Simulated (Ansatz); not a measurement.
MgCd3O: start and end of a relaxation

The cell of MgCd3O is invented: random cell by space group and Wyckoff sites (Pm-3m, No. 221). The dimensions are guesses.

start.cif

```cif
data_structure
_symmetry_space_group_name_H-M 'Pm-3m'
_symmetry_Int_Tables_number 221
_cell_length_a 4.7137
_cell_length_b 4.7137
_cell_length_c 4.7137
_cell_angle_alpha 90.000
_cell_angle_beta 90.000
_cell_angle_gamma 90.000
_cell_volume 104.73
loop_
_atom_site_label
_atom_site_type_symbol
_atom_site_symmetry_multiplicity
_atom_site_Wyckoff_symbol
_atom_site_fract_x
_atom_site_fract_y
_atom_site_fract_z
_atom_site_occupancy
Mg1 Mg 1 a 0.00000 0.00000 0.00000 1
Cd1 Cd 3 c 0.00000 0.50000 0.50000 1
O1 O 1 b 0.50000 0.50000 0.50000 1
```

Theory: Ansatz 0.2.0, DFT PBE, scalar-relativistic, plane waves, PAW. Cutoff 420 eV, Gaussian smearing, Γ-centred meshes. Cell and atoms relax first on a coarse mesh and then on a finer one. In between, the cell is made exact in the group found at 0.06 Å. In metals the finer mesh still leaves noise of several meV/atom or more. The steps can't lower the symmetry of their start. No spin polarisation in the relaxation; trial moments died out in a coarse test.

end.cif

```cif
data_structure
_symmetry_space_group_name_H-M 'Pm-3m'
_symmetry_Int_Tables_number 221
_cell_length_a 4.7012
_cell_length_b 4.7012
_cell_length_c 4.7012
_cell_angle_alpha 90.000
_cell_angle_beta 90.000
_cell_angle_gamma 90.000
_cell_volume 103.90
loop_
_atom_site_label
_atom_site_type_symbol
_atom_site_symmetry_multiplicity
_atom_site_Wyckoff_symbol
_atom_site_fract_x
_atom_site_fract_y
_atom_site_fract_z
_atom_site_occupancy
Mg1 Mg 1 a 0.00000 0.00000 0.00000 1
Cd1 Cd 3 c 0.00000 0.50000 0.50000 1
O1 O 1 b 0.50000 0.50000 0.50000 1
```

The symmetry stays Pm-3m (No. 221). The end has the antiperovskite type. The volume per atom shrinks by 0.8 %, from 20.9 to 20.8 Å³. The shortest distance goes from 2.36 Å (Cd–O) to 2.35 Å (Cd–O).

```yaml
Volume_per_atom: 20.78 Å³
Density: 6.03 g/cm³
Formation_energy: −0.10 eV/atom
Gap_on_the_8×8×8_mesh_of_the_5-atom_cell: 0 eV (a metal)
```

Energies over the elements count from the elements' standard structures at the same level (O₂ as a molecule), with no fitted energy shifts.

The last run used Gaussian smearing of 0.10 eV. A structure relaxed within its symmetry needn't be a true minimum. In all, the 3 runs took 90 s on 1 thread of Intel(R) Xeon(R) Processor @ 2.50GHz (Skylake/Cascade Lake), with other jobs on the host. Another cell of MgCd3O relaxed alike, in P4mm, lies 83 meV/atom lower, so this cell isn't the stable form at this level.
